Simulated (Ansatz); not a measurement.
Hf (bcc (W type), space group No. 229) under volume change, DFT-r²SCAN in the program Ansatz with PAW potentials, scaled uniformly.

```json
[
 {"V (Å³/atom)": "20.146", "E − E(relaxed) (meV/atom)": "64.0", "P (GPa)": "11.07"},
 {"V (Å³/atom)": "20.810", "E − E(relaxed) (meV/atom)": "27.1", "P (GPa)": "6.85"},
 {"V (Å³/atom)": "21.474", "E − E(relaxed) (meV/atom)": "6.4", "P (GPa)": "3.18"},
 {"V (Å³/atom)": "22.138", "E − E(relaxed) (meV/atom)": "0.0", "P (GPa)": "0.00"},
 {"V (Å³/atom)": "22.802", "E − E(relaxed) (meV/atom)": "5.9", "P (GPa)": "-2.78"},
 {"V (Å³/atom)": "23.466", "E − E(relaxed) (meV/atom)": "22.7", "P (GPa)": "-5.27"},
 {"V (Å³/atom)": "24.130", "E − E(relaxed) (meV/atom)": "49.3", "P (GPa)": "-7.52"}
]
```

**Question.** What does a third-order Birch–Murnaghan fit give for V₀, B₀ and B′?

**Answer.** V₀ = 22.14 Å³/atom, B₀ = 100 GPa, B′ = 3.3.

Space group Im-3m (bcc (W type)). This is a known high-temperature phase of the composition, computed here at zero pressure and temperature. Symmetry was held in the r²SCAN relaxation. At this level the phase is mechanically unstable. The run is not spin-polarised. Spin–orbit coupling is left out wherever it is not named.

Potentials: the later of the program's two PAW sets.
